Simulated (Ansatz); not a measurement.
P:
```cif
data_P42
_chemical_formula_sum 'P42'
_space_group_name_H-M_alt 'P-1'
_space_group_IT_number 2
_space_group_name_Hall '-P 1'
_cell_length_a 7.13419
_cell_length_b 11.69145
_cell_length_c 12.35167
_cell_angle_alpha 71.036
_cell_angle_beta 73.389
_cell_angle_gamma 83.484
loop_
_atom_site_label
_atom_site_type_symbol
_atom_site_symmetry_multiplicity
_atom_site_Wyckoff_symbol
_atom_site_fract_x
_atom_site_fract_y
_atom_site_fract_z
_atom_site_occupancy
P1 P 2 i 0.58788 0.67241 0.14821 1
P2 P 2 i 0.28303 0.47415 0.72747 1
P3 P 2 i 0.84010 0.41742 0.15028 1
P4 P 2 i 0.03369 0.72453 0.72309 1
P5 P 2 i 0.10400 0.15829 0.16801 1
P6 P 2 i 0.24215 0.02652 0.29633 1
P7 P 2 i 0.33401 0.92963 0.16427 1
P8 P 2 i 0.53025 0.22478 0.72643 1
P9 P 2 i 0.20099 0.51183 0.34595 1
P10 P 2 i 0.45797 0.41918 0.40523 1
P11 P 2 i 0.45074 0.25978 0.34782 1
P12 P 2 i 0.70497 0.17072 0.41084 1
P13 P 2 i 0.27375 0.00063 0.62892 1
P14 P 2 i 0.01617 0.08269 0.56536 1
P15 P 2 i 0.04559 0.22946 0.63425 1
P16 P 2 i 0.21162 0.66575 0.40804 1
P17 P 2 i 0.30946 0.60333 0.15435 1
P18 P 2 i 0.59543 0.31476 0.15648 1
P19 P 2 i 0.86434 0.04535 0.17564 1
P20 P 2 i 0.04123 0.86950 0.17149 1
P21 P 2 i 0.38565 0.44987 0.07968 1
```

Relaxed at zero pressure with r²SCAN+D4 (plane waves, PAW; program Ansatz).

Problem. The volume is raised by 3 % and shape and atoms relax at that volume. What pressure results, and how do the axes share the change?

Solution. -0.3 GPa; a 1.3 %, b 0.7 %, c 1.1 %; the energy rises by 1 meV/atom.

Problem. Give the new structure.

Solution. 
Space group P-1 (No. 2); a = 7.226 Å, b = 11.775 Å, c = 12.486 Å, α = 104.92°, β = 106.39°, γ = 97.39°

| atom | site | symmetry | x | y | z |
|---|---|---|---|---|---|
| P | 2i | 1 | 0.7385 | 0.3284 | 0.1496 |
| P | 2i | 1 | 0.0120 | 0.5242 | 0.7268 |
| P | 2i | 1 | 0.0073 | 0.4171 | 0.8483 |
| P | 2i | 1 | 0.2423 | 0.7252 | 0.2777 |
| P | 2i | 1 | 0.2762 | 0.8426 | 0.1709 |
| P | 2i | 1 | 0.4609 | 0.0250 | 0.7018 |
| P | 2i | 1 | 0.5018 | 0.0709 | 0.1672 |
| P | 2i | 1 | 0.7431 | 0.2267 | 0.2741 |
| P | 2i | 1 | 0.5474 | 0.4864 | 0.3433 |
| P | 2i | 1 | 0.1399 | 0.4189 | 0.5969 |
| P | 2i | 1 | 0.2001 | 0.2609 | 0.6546 |
| P | 2i | 1 | 0.1143 | 0.8286 | 0.4094 |
| P | 2i | 1 | 0.1010 | 0.9995 | 0.3709 |
| P | 2i | 1 | 0.4187 | 0.0830 | 0.4345 |
| P | 2i | 1 | 0.3236 | 0.2280 | 0.3656 |
| P | 2i | 1 | 0.6191 | 0.3350 | 0.4065 |
| P | 2i | 1 | 0.4690 | 0.3952 | 0.1538 |
| P | 2i | 1 | 0.2431 | 0.3168 | 0.8439 |
| P | 2i | 1 | 0.0475 | 0.9533 | 0.1778 |
| P | 2i | 1 | 0.2199 | 0.1289 | 0.1738 |
| P | 2i | 1 | 0.4715 | 0.5489 | 0.0814 |

The phase is kept; no other phase was compared at this pressure.

The first step of the workflow began from a Materials Project structure, measured or hypothetical; the Crystallography Open Database copy checked does not list it. It is not the phase usual at ambient conditions (space group No. 64). The cell was relaxed with r²SCAN+D4 under the symmetry of its start; its stability against distortions is not shown here.

Potentials: the earlier of the program's two PAW sets. The files were generated under PBE; for other functionals the program regenerates the frozen cores, and for LDA and PBEsol the local potential too.
